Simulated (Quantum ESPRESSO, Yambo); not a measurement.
NaF (rock salt, space group Fm-3m, No. 225) under isotropic strain (on all lattice vectors), counted from the cell relaxed with PBEsol, atoms relaxed at each step. PBEsol (Quantum ESPRESSO, PseudoDojo norm-conserving, 88 Ry, scalar-relativistic); G0W0 in Yambo (6×6×6 Γ-centred k mesh, bands 2 to 93 and a 14 Ry block in the screening, 93 bands in G with the Bruneval-Gonze terminator, plasmon pole fitted at 27.2 eV).

```
strain s (%)  PBEsol direct gap at Γ (eV)  G0W0 direct gap at Γ (eV)
------------  ---------------------------  -------------------------
-3                                  6.733                     11.362
-1.5                                6.468                     11.043
-0.7                                6.335                     10.910
0                                   6.223                     10.766
+1                                  6.069                     10.594
+2                                      ?                          ?
```

Question: Fit a parabola in s to each column by least squares and predict the withheld row.

Answer: PBEsol: E = 6.223 − 0.1576 s + 0.0042 s² (largest residual 0 meV), giving 5.924 eV at s = +2; the run gave 5.923 eV, a miss of 1 meV. G0W0: E = 10.769 − 0.1803 s + 0.0055 s² (largest residual 11 meV), giving 10.431 eV at s = +2; the run gave 10.387 eV, a miss of 44 meV. The withheld row lies outside the fitted range, so this is an extrapolation. The GW settings are held fixed; their convergence isn't established. The screening block changes size along the series (169 vectors at -3 %, 169 vectors at -1.5 %, 169 vectors at -0.7 %, 181 vectors at +0 %, 181 vectors at +1 %, 181 vectors at +2 %), which puts steps into the G0W0 values.
